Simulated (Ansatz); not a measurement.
# Sc$_{3}$Al: comparing deformations

The calculation used DFT PBEsol, scalar-relativistic, plane waves, PAW (Ansatz). Cutoff 420 eV, Γ-centred 12×12×12 k-points, Gaussian smearing of 0.15 eV. No spin polarisation. Energies are free energies at this smearing, counted from the undisturbed cell; pressure is positive in compression.

Reference structure (relaxed at this level; it needn't be the usual structure):

```
Sc Al
1.0
     4.37479    0.00000    0.00000
     0.00000    4.37479    0.00000
     0.00000    0.00000    4.37479
Sc Al
3 1
Cartesian
  2.1874 0.0000 2.1874
  0.0000 2.1874 2.1874
  2.1874 2.1874 0.0000
  0.0000 0.0000 0.0000
```

The cell is strained by ε times a Voigt pattern (xx, yy, zz, yz, xz, xy; engineering shear) with fractional coordinates fixed. τ = (1/V0) dE/dε comes from the stress tensor. Of each scan, only the three points used here are listed.

| pattern | ε | τ (GPa) |
| --- | --- | --- |
| (1, 1, 0, 0, 0, 0) | -0.0150 | -5.00 |
| (1, 1, 0, 0, 0, 0) | 0.0000 | -0.04 |
| (1, 1, 0, 0, 0, 0) | 0.0150 | 4.45 |
| (0, 0, 1, 0, 0, 0) | -0.0150 | -1.75 |
| (0, 0, 1, 0, 0, 0) | 0.0000 | -0.02 |
| (0, 0, 1, 0, 0, 0) | 0.0150 | 1.60 |
| (0, 0, 0, 1, 0, 0) | -0.0250 | -1.37 |
| (0, 0, 0, 1, 0, 0) | 0.0000 | 0.00 |
| (0, 0, 0, 1, 0, 0) | 0.0250 | 1.37 |

Problem. Which constants do the scans give, and which deformation costs least for the same size of strain tensor?

Solution. The slope dτ/dε at zero (parabola through three points) is pᵀCp: (1, 1, 0, 0, 0, 0) gives 2(C11 + C12) = 315 GPa; (0, 0, 1, 0, 0, 0) gives C11 = 112 GPa; (0, 0, 0, 1, 0, 0) gives C44 = 55 GPa. The size of the strain tensor, ε:ε, is ε² times 2.0, 1.0, 0.5. Per unit of it the stiffnesses are 157, 112, 109 GPa, so (0, 0, 0, 1, 0, 0) is the softest of these, level with (0, 0, 1, 0, 0, 0): at ε:ε = (1 %)² the quadratic term costs 0.71 meV/atom against 1.03 for the stiffest.

Problem. What else follows for this cubic crystal?

Solution. From the unrounded slopes C11 = 111.6 and C12 = 45.8 GPa, so B = (C11 + 2 C12)/3 = 68 GPa and the Poisson ratio for a pull along a cube edge is C12/(C11 + C12) = 0.29.

Problem. How anisotropic is this cubic crystal?

Solution. Zener's ratio 2 C44/(C11 − C12) = 1.66; it is 1 for an isotropic solid.

In a metal these slopes depend on the k mesh and the smearing.